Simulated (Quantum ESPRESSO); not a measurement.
# AlMg2W3Hf2: input and log of a self-consistent run

A calculation, not a measurement. The program is pw.x of Quantum ESPRESSO 7.5 (plane-wave density functional theory). The cell is made up: eight metal atoms on a hexagonal close-packed lattice, with elements, volume, strain and displacements drawn at random and not relaxed, so it may be unstable or far from any real phase. PseudoDojo standard norm-conserving files set the functional (PBE unless stated); there is no spin polarisation or spin-orbit coupling, the Fermi-Dirac width of 0.25 eV means electrons at about 2900 K, and the masses in the input are unused placeholders. Heavy elements are run without spin-orbit coupling, which real alloys of them have. A spin test at this wide smearing found no moment, but such smearing suppresses magnetism that the real alloy may have.

Input:

```
&control calculation='scf', pseudo_dir='./dojo.nc.sr.pbe.v0_5.standard.upf', outdir='./o', disk_io='minimal', tprnfor=.true., tstress=.true. /
&system ibrav=0, nat=8, ntyp=4, nbnd=59, ecutwfc=84.00895049, nosym=.true., tot_charge=0,
 occupations='smearing', smearing='fd', degauss=0.0183746611
/
&electrons conv_thr=1.470e-08, electron_maxstep=70, mixing_beta=0.5 /
ATOMIC_SPECIES
Al 1.0 Al.upf
Hf 1.0 Hf.upf
Mg 1.0 Mg.upf
W 1.0 W.upf
CELL_PARAMETERS angstrom
2.9868 0.0286 -0.0003
0.0495 5.0786 -0.0973
-0.001 -0.1834 9.5655
ATOMIC_POSITIONS angstrom
Al 0.0101 -0.0042 0.0048
Mg 0.0198 -0.1323 4.7305
W 0.0255 1.7261 2.3442
Hf -0.0342 1.5814 7.1752
Mg 1.4812 2.5588 -0.0483
W 1.5449 2.4959 4.7017
W 1.5444 4.1916 2.3445
Hf 1.5449 4.0814 7.0766
K_POINTS automatic
8 5 3 1 1 1
```

The log is shortened where brackets say so; the opening notice, blank lines, dates and the lines on written files are dropped, and the path of the files is cut. It prints rydbergs, bohrs and kilobars, and counts compression as positive stress. Its total energy is the free energy E - TS of the whole cell.

```
     Program PWSCF v.7.5
     Parallel version (MPI & OpenMP), running on       4 processor cores
     Number of MPI processes:                 4
     Threads/MPI process:                     1
     [start-up lines left out]
     bravais-lattice index     =            0
     lattice parameter (alat)  =       5.6445  a.u.
     unit-cell volume          =     978.7107 (a.u.)^3
     number of atoms/cell      =            8
     number of atomic types    =            4
     number of electrons       =        89.00
     number of Kohn-Sham states=           59
     kinetic-energy cutoff     =      84.0090  Ry
     charge density cutoff     =     336.0358  Ry
     scf convergence threshold =      1.5E-08
     mixing beta               =       0.5000
     number of iterations used =            8  plain     mixing
     Exchange-correlation= PBE
                           (   1   4   3   4   0   0   0)
     [axes and pseudopotential details left out]
   Cartesian axes
     site n.     atom                  positions (alat units)
         1        Al     tau(   1) = (   0.0033814  -0.0014061   0.0016070  )
         2        Mg     tau(   2) = (   0.0066289  -0.0442929   1.5837295  )
         3        W      tau(   3) = (   0.0085372   0.5778830   0.7848174  )
         4        Hf     tau(   4) = (  -0.0114499   0.5294387   2.4021933  )
         5        Mg     tau(   5) = (   0.4958926   0.8566635  -0.0161704  )
         6        W      tau(   6) = (   0.5172188   0.8356052   1.5740875  )
         7        W      tau(   7) = (   0.5170514   1.4033105   0.7849178  )
         8        Hf     tau(   8) = (   0.5172188   1.3664165   2.3691829  )
     number of k points=    60  Fermi-Dirac smearing, width (Ry)=  0.0184
                       cart. coord. in units 2pi/alat
        k(    1) = (   0.0619411   0.0592294   0.0531857), wk =   0.0333333
        k(    2) = (   0.0619583   0.0552394  -0.1550651), wk =   0.0333333
     [further k points left out]
     Dense  grid:   101837 G-vectors     FFT dimensions: (  36,  60, 108)
     Estimated max dynamical RAM per process >     349.43 MB
     Estimated total dynamical RAM >       1.29 GB
     Initial potential from superposition of free atoms
     starting charge      88.9907, renormalised to      89.0000
     Starting wfcs are   64 randomized atomic wfcs
     total cpu time spent up to now is        5.2 secs
     per-process dynamical memory:   272.6 Mb
     Self-consistent Calculation
     iteration #  1     ecut=    84.01 Ry     beta= 0.50
     Davidson diagonalization with overlap
     ethr =  1.00E-02,  avg # of iterations =  3.3
     Threshold (ethr) on eigenvalues was too large:
     Diagonalizing with lowered threshold
     Davidson diagonalization with overlap
     ethr =  9.16E-04,  avg # of iterations =  2.7
     total cpu time spent up to now is       27.9 secs
     total energy              =    -922.33658356 Ry
     estimated scf accuracy    <       0.82773329 Ry
     iteration #  2     ecut=    84.01 Ry     beta= 0.50
     Davidson diagonalization with overlap
     ethr =  9.30E-04,  avg # of iterations =  8.6
     total cpu time spent up to now is       45.0 secs
     total energy              =    -920.74585432 Ry
     estimated scf accuracy    <      48.55263347 Ry
     iteration #  3     ecut=    84.01 Ry     beta= 0.50
     Davidson diagonalization with overlap
     ethr =  9.30E-04,  avg # of iterations =  7.4
     total cpu time spent up to now is       60.3 secs
     total energy              =    -922.74169934 Ry
     estimated scf accuracy    <       0.36707772 Ry
     iteration #  4     ecut=    84.01 Ry     beta= 0.50
     Davidson diagonalization with overlap
     ethr =  4.12E-04,  avg # of iterations =  2.1
     total cpu time spent up to now is       70.8 secs
     total energy              =    -922.74935076 Ry
     estimated scf accuracy    <       0.57907192 Ry
     iteration #  5     ecut=    84.01 Ry     beta= 0.50
     Davidson diagonalization with overlap
     ethr =  4.12E-04,  avg # of iterations =  2.1
     total cpu time spent up to now is       81.2 secs
     total energy              =    -922.79033026 Ry
     estimated scf accuracy    <       0.11898938 Ry
     [iterations 6 to 13 left out]
     iteration # 14     ecut=    84.01 Ry     beta= 0.50
     Davidson diagonalization with overlap
     ethr =  1.11E-10,  avg # of iterations =  2.0
     total cpu time spent up to now is      189.3 secs
     total energy              =    -922.80253506 Ry
     estimated scf accuracy    <       0.00000008 Ry
     iteration # 15     ecut=    84.01 Ry     beta= 0.50
     Davidson diagonalization with overlap
     ethr =  8.49E-11,  avg # of iterations =  2.0
     total cpu time spent up to now is      199.7 secs
     total energy              =    -922.80253505 Ry
     estimated scf accuracy    <       0.00000028 Ry
     iteration # 16     ecut=    84.01 Ry     beta= 0.50
     Davidson diagonalization with overlap
     ethr =  8.49E-11,  avg # of iterations =  2.0
     total cpu time spent up to now is      210.0 secs
     total energy              =    -922.80253507 Ry
     estimated scf accuracy    <       0.00000007 Ry
     iteration # 17     ecut=    84.01 Ry     beta= 0.50
     Davidson diagonalization with overlap
     ethr =  7.99E-11,  avg # of iterations =  1.1
     total cpu time spent up to now is      219.2 secs
     total energy              =    -922.80253507 Ry
     estimated scf accuracy    <       0.00000003 Ry
     iteration # 18     ecut=    84.01 Ry     beta= 0.50
     Davidson diagonalization with overlap
     ethr =  3.85E-11,  avg # of iterations =  1.0
     total cpu time spent up to now is      228.3 secs
     End of self-consistent calculation
     [lines on levels left out]
!    total energy              =    -922.80253507 Ry
     estimated scf accuracy    <          6.9E-09 Ry
     smearing contrib. (-TS)   =      -0.10733800 Ry
     internal energy E=F+TS    =    -922.69519707 Ry
     The total energy is F=E-TS. E is the sum of the following terms:
     one-electron contribution =    -358.28321252 Ry
     hartree contribution      =     203.78757108 Ry
     xc contribution           =    -190.31074346 Ry
     ewald contribution        =    -577.88881217 Ry
     convergence has been achieved in  18 iterations
     Forces acting on atoms (cartesian axes, Ry/au):
     atom    1 type  1   force =    -0.00332427    0.00328955    0.04401202
     atom    2 type  3   force =    -0.00258858    0.02311447   -0.01160391
     atom    3 type  4   force =    -0.00463518   -0.01326357    0.03435213
     atom    4 type  2   force =     0.01210224   -0.01390101   -0.03392896
     atom    5 type  3   force =     0.00021302    0.00063064    0.04466912
     atom    6 type  4   force =    -0.00247103   -0.01522690   -0.04256573
     atom    7 type  4   force =     0.00499524    0.00179440   -0.03801773
     atom    8 type  2   force =    -0.00429145    0.01356241    0.00308307
     Total force =     0.105990     Total SCF correction =     0.000331
     Computing stress (Cartesian axis) and pressure
          total   stress  (Ry/bohr**3)                   (kbar)     P=        8.24
  -0.00013761  -0.00005700  -0.00001421          -20.24       -8.39       -2.09
  -0.00005700   0.00005830   0.00015570           -8.39        8.58       22.90
  -0.00001421   0.00015570   0.00024744           -2.09       22.90       36.40
     init_run     :      4.74s CPU      4.96s WALL (       1 calls)
     electrons    :    222.00s CPU    223.16s WALL (       1 calls)
     forces       :      2.33s CPU      2.35s WALL (       1 calls)
     stress       :      7.57s CPU      7.77s WALL (       1 calls)
     [timing details left out]
     PWSCF        :   3m56.83s CPU   3m58.45s WALL
     JOB DONE.
```

In other units: free energy -12555.368 eV for the cell, pressure 0.82 GPa, largest force component 1.148 eV/Å in size. The run took 240 s of wall time with four MPI processes on a shared machine (Intel Xeon, 2023 or later, virtual cores), so the time is rough. A rerun of this cell at a higher cutoff and on a denser mesh moved values by no more than 0.002 eV in energy, 0.04 GPa in stress and 0.011 eV/Å in force, and a second program with other atomic files agreed on that cell to 2 % rms in force and 0.5 GPa in pressure.